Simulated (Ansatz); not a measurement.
SiGe:
```yaml
crystal:
  lattice:
    - [6.85976, 3.96137, 0.00000]
    - [-6.85976, 3.96137, 0.00000]
    - [-4.57216, 0.00000, 6.47017]
  atoms:
    - { symbol: Si, position: [0.00161, 0.99839, 0.00458] }
    - { symbol: Ge, position: [0.12157, 0.37158, 0.87159] }
    - { symbol: Ge, position: [0.50166, 0.49834, 0.99856] }
    - { symbol: Ge, position: [0.62842, 0.87843, 0.87159] }
    - { symbol: Ge, position: [0.99686, 0.49682, 0.00343] }
    - { symbol: Ge, position: [0.12165, 0.87835, 0.87164] }
    - { symbol: Ge, position: [0.50318, 0.00314, 0.00343] }
    - { symbol: Si, position: [0.62502, 0.37498, 0.87494] }
    - { symbol: Si, position: [0.00296, 0.50286, 0.49677] }
    - { symbol: Si, position: [0.12502, 0.87498, 0.37482] }
    - { symbol: Si, position: [0.49714, 0.99704, 0.49677] }
    - { symbol: Ge, position: [0.62839, 0.37161, 0.37841] }
    - { symbol: Si, position: [0.99828, 0.00172, 0.49543] }
    - { symbol: Si, position: [0.12172, 0.37178, 0.37824] }
    - { symbol: Ge, position: [0.49831, 0.50169, 0.50154] }
    - { symbol: Si, position: [0.62822, 0.87828, 0.37824] }
```

Relaxed with PBE. Special points in fractions of this cell's reciprocal vectors: Γ (0.000, 0.000, 0.000); C (0.375, 0.375, 0.000); C2 (-0.375, 0.625, 0.000); Y2 (-0.500, 0.500, 0.000); M2 (-0.500, 0.500, 0.500); D (-0.250, 0.750, 0.500); D2 (0.250, 0.250, 0.500); A (0.000, 0.000, 0.500); L2 (0.000, 0.500, 0.500); V2 (0.000, 0.500, 0.000).

Q: List the band energies nearest the valence-band maximum at these points for PBE in the plane-wave PAW code Ansatz.

A: In eV from the valence-band maximum; about four levels below and three above (degenerate sets whole), none deeper than 8.9 eV; points with the same levels are listed once.

| k | below | above |
|---|---|---|
| Γ | -1.16 -0.03 -0.01 0.00 | 0.39 0.50 0.54 |
| C | -1.92 -1.83 -1.80 -0.79 | 1.52 1.60 1.76 |
| Y2 | -1.45 -1.36 -1.36 -1.30 | 1.02 1.05 2.07 |
| M2 | -0.83 -0.81 -0.79 -0.79 | 1.20 1.22 1.26 |
| D | -1.63 -1.50 -1.45 -1.36 | 2.13 2.20 2.31 |
| A | -0.99 -0.97 -0.65 -0.65 | 1.13 1.18 1.26 |
| L2 | -1.48 -1.39 -1.34 -1.27 | 0.94 1.12 2.05 |
| V2 | -0.91 -0.86 -0.73 -0.73 | 1.19 1.22 1.29 |

Space group Cm. The start of the workflow was typed in or built on a structure type; neither database checked (COD, Materials Project) lists it. Whether it is the stable phase at ambient conditions was not checked. The cell was relaxed with PBE under the symmetry of its start; its stability against distortions is not shown here. Spin–orbit coupling is left out wherever it is not named.

Potentials: the earlier of the program's two PAW sets.
